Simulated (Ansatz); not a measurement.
MgO:
```yaml
crystal:
  lattice:
    - [3.24678, 0.00000, 0.00000]
    - [-1.62339, 2.81180, 0.00000]
    - [0.00000, 0.00000, 10.39602]
  atoms:
    - { symbol: Mg, position: [0.33333, 0.66667, 0.96954] }
    - { symbol: Mg, position: [0.66667, 0.33333, 0.46954] }
    - { symbol: Mg, position: [0.00000, 0.00000, 0.22089] }
    - { symbol: Mg, position: [0.00000, 0.00000, 0.72089] }
    - { symbol: O, position: [0.33333, 0.66667, 0.77997] }
    - { symbol: O, position: [0.66667, 0.33333, 0.27997] }
    - { symbol: O, position: [0.00000, 0.00000, 0.52959] }
    - { symbol: O, position: [0.00000, 0.00000, 0.02959] }
```

Relaxed with r²SCAN.

Q: Give the Bader charges and basin volumes of the independent atoms, DFT-r²SCAN in the program Ansatz with PAW potentials.

A: 

```
atom  Bader charge (e)  Bader volume (Å³)
----  ----------------  -----------------
Mg1              +1.73                5.1
Mg3              +1.73                5.1
O5               -1.73               18.6
O7               -1.73               18.7
```

Space group P6_3mc. The workflow started from a Materials Project entry (that database holds measured and hypothetical structures alike); the Crystallography Open Database copy checked does not list it. It is not the phase usual at ambient conditions (space group No. 225). Symmetry was held in the r²SCAN relaxation; whether a distortion lowers the energy is not shown.

Potentials: the later of the program's two PAW sets.
